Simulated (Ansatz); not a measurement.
Relaxed-ion elastic tensor of Nb2N in space group P-31m (No. 162; Nb on 6k, N on 2d, N on 1a) in GPa (Voigt order), plane-wave PAW PBEsol (Ansatz code); density 8.38 g/cm³, 13.20 Å³ per atom.

|  | 1 | 2 | 3 | 4 | 5 | 6 |
|---|---|---|---|---|---|---|
| 1 | 451 | 173 | 196 | 0.0 | 29.4 | 0.0 |
| 2 | 173 | 451 | 196 | 0.0 | -29.4 | 0.0 |
| 3 | 196 | 196 | 451 | 0.0 | 0.0 | 0.0 |
| 4 | 0.0 | 0.0 | 0.0 | 152 | 0.0 | -29.4 |
| 5 | 29.4 | -29.4 | 0.0 | 0.0 | 152 | 0.0 |
| 6 | 0.0 | 0.0 | 0.0 | -29.4 | 0.0 | 139 |

Task: Is the crystal mechanically stable?

Result: Yes: the smallest eigenvalue of C is 115 GPa.

Task: Work out the Voigt, Reuss and Hill averages.

Result: K_V = 276, K_R = 276, K_H = 276; G_V = 141, G_R = 136, G_H = 138 GPa.

Task: Give Young's modulus, Poisson's ratio, Pugh's ratio and the universal anisotropy index.

Result: E = 9KG/(3K + G) = 356 GPa; ν = 0.29; K/G = 2.00 (ductile by the Pugh limit of 1.75); A_U = 5G_V/G_R + K_V/K_R − 6 = 0.20.

Task: Estimate the sound speeds and the Debye temperature.

Result: v_l = √((K + 4G/3)/ρ) = 7410 m/s, v_t = √(G/ρ) = 4060 m/s, mean 4530 m/s; Θ = (h/k)(3n/4πV)^(1/3) v_m = 571 K.

Task: Solve the Christoffel equation for the three sound speeds along x, y, z.

Result: Eigenvalues of C_ijkl n_j n_l equal ρv². In km/s, slowest first: x 4.07, 4.22, 7.36; y 3.71, 4.58, 7.34; z 4.26, 4.26, 7.33.

Task: How much does each axis shrink under pressure?

Result: Linear compressibilities β_i = Σ_j S_ij (j = 1 to 3): x 1.2, y 1.2, z 1.1 per TPa.

The first step of the workflow began from a Materials Project structure, measured or hypothetical; the Crystallography Open Database copy checked does not list it. Its standing as an ambient phase is unchecked. The cell was relaxed with PBEsol under the symmetry of its start; its stability against distortions is not shown here. No spin polarisation was allowed. As this level gives no gap, shear constants depend on the k-mesh and smearing (Fermi–Dirac, 0.1 eV here).

Potentials: the later of the program's two PAW sets.
